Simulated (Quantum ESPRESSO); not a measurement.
```cif
data_H8Ca2Cs4
_chemical_formula_sum 'H8 Ca2 Cs4'
_space_group_name_H-M_alt 'I4/mmm'
_space_group_IT_number 139
_space_group_name_Hall '-I 4 2'
_cell_length_a 4.60311
_cell_length_b 4.60311
_cell_length_c 15.50777
_cell_angle_alpha 90.000
_cell_angle_beta 90.000
_cell_angle_gamma 90.000
loop_
_atom_site_label
_atom_site_type_symbol
_atom_site_symmetry_multiplicity
_atom_site_Wyckoff_symbol
_atom_site_fract_x
_atom_site_fract_y
_atom_site_fract_z
_atom_site_occupancy
H1 H 4 e 0.00000 0.00000 0.14852 1
H2 H 4 c 0.00000 0.50000 0.00000 1
Ca1 Ca 2 a 0.00000 0.00000 0.00000 1
Cs1 Cs 4 e 0.00000 0.00000 0.35194 1
```
(The calculation used a cell of 7 atoms; values per cell refer to that cell.)

The geometry is that of Materials Project entry mp-697133, symmetrised and not relaxed again.

Task: What does norm-conserving PBEsol (Quantum ESPRESSO, 72 Ry, scalar-relativistic) give for the electronic structure near the Fermi level?

Result: The PBEsol gap is 2.83 eV; at least one edge lies off the plotted path, at a point of the SCF mesh. The smallest direct gap is 2.85 eV. Another conduction extremum on the path lies within 0.02 eV, too close to call. 

The structure is a Materials Project entry; no match was found in the copy of COD used, and its stability was not checked.
